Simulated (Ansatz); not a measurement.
Method: DFT PBE, scalar-relativistic, plane waves, PAW (Ansatz). All cells share a 420 eV cutoff and Γ-centred k meshes spaced at most about 0.3 Å⁻¹ (about 0.25 or finer for metals, 2π included). No spin polarisation in the final relaxations.

Temperature and zero-point effects are left out. All come from trial cells, and lower structures may exist.

Task: Order these relaxed structures of Li2W by energy, lowest first, with the energy over the lowest of them.
A.

```xyz
3
Lattice="2.1826 -1.4809 0.0000 2.1826 1.4809 0.0000 -2.1250 0.0000 7.5161" Properties=species:S:1:pos:R:3 pbc="T T T"
Li    2.2424    0.0000    5.1043
Li   -0.0022    0.0000    2.4118
W     2.1826    0.0000    0.0000
```

B.

```xyz
3
Lattice="2.7250 0.0000 0.0000 -1.3625 2.3599 0.0000 0.0000 0.0000 7.6680" Properties=species:S:1:pos:R:3 pbc="T T T"
Li    1.3625    0.7866    6.2599
Li    1.3625    0.7866    1.4082
W     0.0000    1.5733    3.8340
```

Result: A (0 meV/atom), B (25 meV/atom). Forms: A C2/m; B P-6m2. Counting all near atoms (those within 1.25 times the shortest distance at each site): A has Li 12, W 14; B has Li 10, W 12. Even the lowest lies +0.35 eV/atom against the elements.

These runs have no spin–orbit coupling, which can matter for W. Cells relaxed within their symmetry can be saddle points. The C2/m cell of Li2W came from shaking the P-6m2 one. Some types were kept out of the candidates beforehand, so the set may lack a known form.
